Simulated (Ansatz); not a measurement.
Ga₄AsN₃, ordered on the zincblende lattice (I-42m) with 8 atoms a cell at its r2SCAN geometry, run in the PAW code Ansatz at 3 levels of theory. The calculation is non-magnetic, and the structure need not be a phase that has been made.

The PBE+SOC input:
```yaml
crystal:
  lattice:
    - [-2.4096374658, 2.4096374658, 4.7187606048]
    - [2.4096374658, -2.4096374658, 4.7187606048]
    - [2.4096374658, 2.4096374658, -4.7187606048]
  atoms:
    - { symbol: "N", position: [0.25, 0.75, 0.5] }
    - { symbol: Ga, position: [0.8557903299, 0.4185398559, 0.0] }
    - { symbol: "N", position: [0.5, 0.5, 0.0] }
    - { symbol: Ga, position: [0.1442096701, 0.1442096701, 0.562749526] }
    - { symbol: "N", position: [0.75, 0.25, 0.5] }
    - { symbol: Ga, position: [0.4185398559, 0.8557903299, 0.0] }
    - { symbol: As, position: [0.0, 0.0, 0.0] }
    - { symbol: Ga, position: [0.5814601441, 0.5814601441, 0.437250474] }
kpoints:
  mp_grid: { grid: [8, 8, 8] }
  band_path:
    path:
      - [0.0, 0.0, 0.0]
      - [0.0, 0.0, 0.5]
      - [0.25, 0.25, 0.25]
      - [0.0, 0.5, 0.0]
      - [0.5, 0.5, -0.5]
      - [0.3151909835, 0.6848090165, -0.3151909835]
      - [-0.3151909835, 0.3151909835, 0.3151909835]
      - [-0.130381967, 0.130381967, 0.5]
      - [0.5, 0.5, -0.130381967]
    npoints: 1
hamiltonian:
  xc: pbe
scf:
  occupations: { method: fermi_dirac, width: 0.02 }
  n_extra_bands: 12
magnetization:
  noncollinear: true
  spin_orbit: true
output:
  forces: true
  stress: true
  eigenvalues: true
  write_density: true
  write_potential: true
  elf: true
  volumetric_format: npy
```

Main results, then, where recorded, the levels near the gap in eV from the Fermi energy (columns number the bands from 0), one row a point of the path (Γ, X, P, N, M, S, S₀, R, G):
```
Crystal: 8 atoms, lattice volume = 109.595 Å³
Symmetry: 8 space group operations + 8 with time reversal
Magnetic group: BNS 121.328 (UNI 988)
```
```
Basis set: ecut = 420 eV, 2107 PW (Γ)
k-points: 59 of 512 (time reversal used)
SCF 1 converged in 11 iterations: F = -21142.209913 eV  dr2 = 8.76e-9
Free energy (F): -21142.209913 eV
Fermi energy:    9.834713 eV
--- Forces (eV/Å), atoms counted from 1 ---
  atom   1  N       0.00000      0.00000      0.00000
  atom   2  Ga      0.04674    -0.04674      0.06217
  atom   3  N       0.00000      0.00000      0.00000
  atom   4  Ga      0.04674      0.04674    -0.06217
  atom   5  N       0.00000      0.00000      0.00000
  atom   6  Ga    -0.04674      0.04674      0.06217
  atom   7  As      0.00000      0.00000      0.00000
  atom   8  Ga    -0.04674    -0.04674    -0.06217
--- Stress (GPa, compression-positive) ---
        5.002153       0.000000       0.000000
        0.000000       5.002153       0.000000
        0.000000       0.000000       4.724538
  P = ⅓ Tr σ = 4.9096 GPa (49.096 kbar)
```
```tsv
band_76	band_77	band_78	band_79	band_80	band_81	band_82	band_83	band_84	band_85	band_86	band_87
-0.307	-0.307	-0.195	-0.195	-0.146	-0.146	0.137	0.137	2.915	2.915	3.846	3.846
-1.013	-1.013	-0.668	-0.668	-0.264	-0.264	2.154	2.154	3.012	3.012	4.403	4.403
-1.586	-1.586	-0.648	-0.648	-0.565	-0.565	3.235	3.235	3.273	3.273	3.294	3.294
-1.860	-1.860	-1.638	-1.638	-0.744	-0.744	3.170	3.170	3.890	3.890	4.779	4.779
-2.451	-2.451	-0.926	-0.926	-0.843	-0.843	1.465	1.465	2.677	2.677	3.010	3.010
-1.814	-1.789	-1.093	-1.062	-0.900	-0.879	2.501	2.505	3.968	3.992	4.372	4.382
-1.814	-1.789	-1.093	-1.062	-0.900	-0.879	2.501	2.505	3.968	3.992	4.372	4.382
-1.231	-1.231	-0.801	-0.770	-0.687	-0.683	2.551	2.554	3.110	3.119	4.709	4.727
-1.231	-1.231	-0.801	-0.770	-0.687	-0.683	2.551	2.554	3.110	3.119	4.709	4.727
```

PBE+SOC gives a direct gap of 0.28 eV at Γ.

r2SCAN. Against the first input these blocks differ (the band path and keys that only write files left aside):
```yaml
hamiltonian:
  xc: r2scan
scf:
  occupations: { method: fixed }
  n_extra_bands: 6
```
(magnetization left out)

```
Basis set: ecut = 500 eV, 2801 PW (Γ)
k-points: 59 of 512 (time reversal used)
SCF 1 converged in 9 iterations: F = -21182.955410 eV  dr2 = 2.36e-8
Free energy (F): -21182.955410 eV
Fermi energy:    9.391780 eV
--- Forces (eV/Å), atoms counted from 1 ---
  atom   1  N       0.00000      0.00000      0.00000
  atom   2  Ga      0.00195    -0.00195      0.00319
  atom   3  N       0.00000      0.00000      0.00000
  atom   4  Ga      0.00195      0.00195    -0.00319
  atom   5  N       0.00000      0.00000      0.00000
  atom   6  Ga    -0.00195      0.00195      0.00319
  atom   7  As      0.00000      0.00000      0.00000
  atom   8  Ga    -0.00195    -0.00195    -0.00319
--- Stress (GPa, compression-positive) ---
       -0.000867       0.000000       0.000000
        0.000000      -0.000867       0.000000
        0.000000       0.000000       0.004748
  P = ⅓ Tr σ = 0.0010 GPa (0.010 kbar)
```
```tsv
band_38	band_39	band_40	band_41	band_42	band_43
-0.065	0.000	0.000	0.680	3.555	4.496
-0.825	-0.501	-0.086	2.764	3.643	5.088
-1.402	-0.428	-0.428	3.849	3.912	3.912
-1.704	-1.494	-0.562	3.774	4.561	5.412
-2.330	-0.729	-0.729	2.007	3.238	3.614
-1.652	-0.907	-0.722	3.084	4.634	5.010
-1.652	-0.907	-0.722	3.084	4.634	5.010
-1.040	-0.582	-0.543	3.162	3.736	5.388
-1.040	-0.582	-0.543	3.162	3.736	5.388
```

The r2SCAN gap is direct at Γ: 0.68 eV. The mean stress is close to zero (0.00 GPa).

Problem. In the first input these blocks are replaced (the band path and keys that only write files left aside):
```yaml
kpoints:
  mp_grid: { grid: [4, 4, 4] }
hamiltonian:
  xc: hse06
scf:
  occupations: { method: fixed }
  n_extra_bands: 6
```
(magnetization left out)
What comes out?

Solution.
```
Basis set: ecut = 420 eV, 2107 PW (Γ)
k-points: 13 of 64 (time reversal used)
SCF 1 stopped early in 6 iterations: F = -21141.762358 eV  dr2 = 6.16e-7
Exchange kernel: α = 0.2500, screened, ω = 0.2079 Å⁻¹, Wigner–Seitz truncation, v(0) = 1045.1000 eV·Å³, q-mesh 4×4×4
SCF 2 stopped early in 7 iterations: F = -21144.789487 eV  dr2 = 7.36e-6
hybrid outer 1: dexx = +4.198e-2 eV, tail = 1.56e-4 eV
SCF 3 converged in 7 iterations: F = -21144.788586 eV  dr2 = 4.58e-10
hybrid outer 2: dexx = +3.630e-6 eV, tail = 8.04e-8 eV, Δε = 3.44e-3 eV, ΔF = 1.61e-3 eV/Å
SCF 4 converged in 2 iterations: F = -21144.788585 eV  dr2 = 4.82e-10
hybrid outer 3: dexx = +1.743e-9 eV, tail = 1.10e-9 eV, Δε = 7.43e-5 eV, ΔF = 2.91e-5 eV/Å
Free energy (F): -21144.788585 eV
Fermi energy:    8.999755 eV
--- Forces (eV/Å), atoms counted from 1 ---
  atom   1  N       0.00000      0.00000      0.00000
  atom   2  Ga      0.03347    -0.03347      0.04581
  atom   3  N       0.00000      0.00000      0.00000
  atom   4  Ga      0.03347      0.03347    -0.04581
  atom   5  N       0.00000      0.00000      0.00000
  atom   6  Ga    -0.03347      0.03347      0.04581
  atom   7  As      0.00000      0.00000      0.00000
  atom   8  Ga    -0.03347    -0.03347    -0.04581
--- Stress (GPa, compression-positive) ---
        0.196238       0.000000       0.000000
        0.000000       0.196238       0.000000
        0.000000       0.000000      -0.050817
  P = ⅓ Tr σ = 0.1139 GPa (1.139 kbar)
```
```tsv
band_38	band_39	band_40	band_41	band_42	band_43
-0.089	0.000	0.000	1.249	4.098	5.191
-0.798	-0.518	-0.051	3.423	4.350	5.866
-1.362	-0.420	-0.420	4.566	4.609	4.609
-1.745	-1.571	-0.552	4.477	5.260	6.006
-2.337	-0.711	-0.711	2.515	3.749	4.227
-1.664	-0.894	-0.776	3.678	5.382	5.622
-1.664	-0.894	-0.776	3.678	5.382	5.622
-1.020	-0.576	-0.556	3.833	4.441	5.988
-1.020	-0.576	-0.556	3.833	4.441	5.988
```
With HSE06 the gap is 1.25 eV and direct, at Γ. The mean stress, +0.1 GPa, is small, and the program warns that its thresholds are loose for a hybrid's stress.

The hybrids run on coarser meshes, which limits their stresses and small splittings of levels.

Totals of different functionals, or with and without spin-orbit coupling, can't be compared.

Only the levels marked +SOC include spin-orbit coupling.
